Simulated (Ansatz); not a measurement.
This AlNiC4N4 structure is the end of a relaxation. The cell was found from a structure generator's guess, not taken from experiment.

Theory: DFT PBE, scalar-relativistic, plane waves, PAW in Ansatz 0.2.0. Cutoff 420 eV, Γ-centred mesh, Gaussian smearing, collinear spin.

```
Al Ni C N
1.0
     5.65565    0.00000    0.00000
     0.00000    5.65565    0.00000
     0.00000    0.00000    5.65565
Al Ni C N
1 1 4 4
Direct
  0.50000 0.50000 0.50000
  0.00000 0.00000 0.00000
  0.19179 0.19179 0.19179
  0.19179 0.80821 0.80821
  0.80821 0.19179 0.80821
  0.80821 0.80821 0.19179
  0.31200 0.31200 0.31200
  0.31200 0.68800 0.68800
  0.68800 0.31200 0.68800
  0.68800 0.68800 0.31200
```

The zero of energy is the elements' standard structures at the same level (N₂ as a molecule); no fitted shifts are applied.

(1) Find its symmetry and describe it.

(2) How far does it lie from the elements in energy?

(3) Is it a metal?

(4) Which magnetic moments does it keep?

(5) From what recipe could a structure generator have reached it?

Results:

(1) P-43m (No. 215). Conventional cell: a = 5.656 Å. Al has 4 N at 1.84 Å; around Ni lie 4 C at 1.88 Å; C is surrounded by 1 N at 1.18 Å and 1 Ni at 1.88 Å; N has 1 C at 1.18 Å and 1 Al at 1.84 Å.

(2) +0.09 eV/atom. It can't be a ground state, since the elements alone are lower.

(3) Yes, bands cross the Fermi level on the 8×8×8 mesh.

(4) 0.10 μB per atom net, the space between the atoms included; by site: Ni 0.7 μB.

(5) One such recipe: two interpenetrating cyanide-bridged diamond nets (P-43m, No. 215). Other recipes can lead to the same cell.

The last run used collinear spin, an 8×8×8 mesh for its 10-atom cell and Gaussian smearing of 0.10 eV. In such compounds of Ni a zero gap at this level may well be an artefact, since no Hubbard U is applied. The reference form of C is held partly by dispersion forces, which this level lacks. The magnetic state reached may not be the lowest. A structure relaxed within its symmetry needn't be a true minimum.
